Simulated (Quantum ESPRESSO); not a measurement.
```
CELL_PARAMETERS angstrom
      3.56417     0.00000     0.00000
      0.00000     3.56417     0.00000
      0.00000     0.00000     5.32966
ATOMIC_POSITIONS crystal
  Zr 0.00000 0.00000 0.00000
  Zr 0.50000 0.50000 0.50000
  O  0.00000 0.50000 0.30610
  O  0.00000 0.50000 0.80610
  O  0.50000 0.00000 0.19390
  O  0.50000 0.00000 0.69390
```
The cell was made here from a computed Materials Project entry: strained by +2 % along the unique axis and by -1 % across it, atoms relaxed (PBE without dispersion, pw.x of a modified build of Quantum ESPRESSO, symmetry kept). The parent is ZrO2 in P4₂/nmc. Stability against distortions was not tested. The run has no spin polarisation.

A lattice sum over point charges, one formal value an element (Zr +4, O -2), with no Sternheimer factor, costs far less than a self-consistent run. Taken along the main axis of each site's self-consistent tensor, it gives:

```csv
site,"V along that axis, point charges (a.u.)"
"Zr (atoms 1, 2)",0.005
"O (atoms 3, 4, 5, 6)",0.081
```

Question: How do the values of a PBE PAW density (pw.x of Quantum ESPRESSO, JTH datasets) with the all-electron reconstruction of Petrilli and co-workers compare?

Answer: 
| site | Vzz, PAW (a.u.) | PAW over point charges |
|---|---|---|
| Zr | 0.569 | 110 |
| O | -0.082 | -1.0 |
Along that axis the sign differs on O.  Cores are frozen. Against all-electron runs on small test molecules, this scheme's |Vzz| missed by −2 to +6 % on O. Zr had no test against all-electron runs.
